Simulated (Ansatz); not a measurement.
Relaxed ZnSe (zinc blende):

```
ZnSe
1.0
    0.00000     5.73301     5.73301
    2.86650     0.00000     2.86650
    2.86650     2.86650     0.00000
Se Zn
2 2
Direct
  0.37500   0.75000   0.75000
  0.87500   0.75000   0.75000
  0.00000   0.00000   0.00000
  0.50000   0.00000   0.00000
```

In each cell atom 2 (Se, nearest neighbour Zn at 2.482 Å; its periodic images, 4.1 Å or more away, move with it) moves by s·(0.707, 0.707, 0.000) (along Cartesian [110]), the rest being held.

The numbers are results of PBE (plane waves to 420 eV, PAW, scalar-relativistic; Ansatz, a quantum-chemistry and plane-wave program), not measurements. k mesh 4×8×8 (Γ-centred), Fermi-Dirac smearing 0.05 eV. Energies are smeared free energies. ZnSe was relaxed with its symmetry unable to fall. The zero of ΔE is the undisplaced structure.

```csv
s (Å),ΔE (meV/cell)
-0.500,withheld
-0.400,489
-0.300,265
-0.200,114
-0.100,28
0.000,0
0.100,28
0.200,114
0.300,265
0.400,489
0.500,withheld
```

Q: Fit an even polynomial form (powers 2, 4) to the given rows and predict ΔE at s = -0.500.

A: Least squares on the 9 given rows: ΔE = (2793)·s² + (1649)·s⁴, in meV/cell with s in Å; root-mean-square residual 0.2 meV/cell. At -0.500 the fit gives 801 meV/cell; the calculation gives 800 meV/cell, so the extrapolation is off by 1 (+0.1 %). The quadratic term alone would give 698 meV/cell.

(A displaced cell: forces are minus the slopes of the energy, force constants its curvatures, and phonons follow from these.)
